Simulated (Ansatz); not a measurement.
Level of theory: Ansatz 0.2.0, DFT PBE, scalar-relativistic, plane waves, PAW. All cells share a 420 eV cutoff and Γ-centred k meshes spaced about 0.3 Å⁻¹ or finer (0.25 for metals, 2π included). No spin polarisation.

All energies are static (0 K, no zero-point motion).

Two forms of HfBr₃F₂ were relaxed alike.

1.

```
CELL_PARAMETERS angstrom
4.15112 0.00000 0.00000
0.00000 4.15112 0.00000
0.00000 0.00000 11.20120
ATOMIC_POSITIONS crystal
Hf 0.00000 0.00000 0.00000
Br 0.00000 0.00000 0.77523
Br 0.00000 0.00000 0.22478
Br 0.50000 0.50000 0.50000
F 0.00000 0.50000 0.00000
F 0.50000 0.00000 0.00000
```

2.

```
CELL_PARAMETERS angstrom
5.90855 0.00000 0.00000
0.00000 5.90855 0.00000
0.00000 0.00000 13.25316
ATOMIC_POSITIONS crystal
Hf 0.50000 0.00000 0.00000
Hf 0.00000 0.50000 0.00000
Br 0.50000 0.50000 0.58708
Br 0.50000 0.50000 0.41291
Br 0.00000 0.50000 0.81016
Br 0.00000 0.50000 0.18984
Br 0.50000 0.00000 0.81016
Br 0.50000 0.00000 0.18984
F 0.25016 0.25016 0.00000
F 0.74984 0.74984 0.00000
F 0.74984 0.25016 0.00000
F 0.25016 0.74984 0.00000
```

Task: Which is lower in energy, and by how much?

Result: Cell 2 is lower, by 190 meV/atom. Cell 1 has space group P4/mmm (No. 123), 32.2 Å³/atom and no gap on its mesh; cell 2 has space group P4/mmm (No. 123), 38.6 Å³/atom and a gap of 1.74 eV. Counting Br or F atoms around Hf (for each partner element, those within 1.25 times its shortest distance or 1.15 times the sum of covalent radii, where it is the nearest in units of that sum or under 1.3), cell 1 and cell 2 both have Hf 6. Cell 2 holds Br–Br pairs (shortest 2.31 Å); in cell 1 the shortest Br–Br distance is 4.15 Å. Both come from trial cells of a structure search.

No dispersion correction is applied, so the spacing and binding between layers, chains or molecules are poorly described (P4/mmm at 32.2 Å³/atom, P4/mmm at 38.6 Å³/atom), and this can change margins and order among such cells. These runs have no spin–orbit coupling, which can matter for Hf. Kohn–Sham gaps at this level usually fall short of measured ones. In P4/mmm at 32.2 Å³/atom an odd number of electrons in the primitive cell allows no gap without spin; a larger cell or a magnetic state could open one. A magnetic state wasn't ruled out in cells without spin, among them P4/mmm at 32.2 Å³/atom. With atoms moved at random, cell 2 ended within 5 meV/atom of its own energy, in a cell of lower symmetry. Other cells relaxed within their symmetry can be saddle points.
